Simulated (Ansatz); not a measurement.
Given:

C (space group P6_3/mmc)

```yaml
crystal:
  lattice:
    - [2.44493, 0.00000, 0.00000]
    - [-1.22247, 2.11738, 0.00000]
    - [0.00000, 0.00000, 6.63682]
  atoms:
    - { symbol: C, position: [0.00000, 0.00000, 0.25000] }
    - { symbol: C, position: [0.00000, 0.00000, 0.75000] }
    - { symbol: C, position: [0.33333, 0.66667, 0.25000] }
    - { symbol: C, position: [0.66667, 0.33333, 0.75000] }
```

The atoms are displaced by Q × the pattern below (from a DFPT mode at Γ, largest move 1; Q in Å), at fixed cell.

```csv
atom,x,y,z
C1,0.000,0.000,-1.000
C2,0.000,0.000,1.000
C3,0.000,0.000,-0.994
C4,0.000,0.000,0.994
```

Computed with LDA (plane waves to 420 eV, PAW, scalar-relativistic; Ansatz, a first-principles code). k mesh 15×15×5 (Γ-centred), Fermi-Dirac smearing 0.05 eV. Energies are smeared free energies. With partly filled bands, energies and forces of such displacements shift with the k mesh and the smearing. C was relaxed with its symmetry unable to fall. ΔE is measured from the undisplaced structure.

The scan covers Q from -0.180 to 0.180 Å in 13 points.

### Question
Is this a single well or a double well?

### Answer
A single well with its minimum at or next to zero displacement.

### Question
Which space group does the distorted structure have?

### Answer
P-3m1 (No. 164), lowered from P6_3/mmc.

### Question
Is the energy the same for equal positive and negative displacements?

### Answer
Even: the same for both signs.

### Question
What is the energy change at Q = 0.180 Å?

### Answer
41.9 meV/cell.

### Question
What harmonic wavenumber does the curvature at Q = 0 give?

### Answer
109 cm⁻¹.

(A displaced cell: forces are minus the slopes of the energy, force constants its curvatures, and phonons follow from these.)
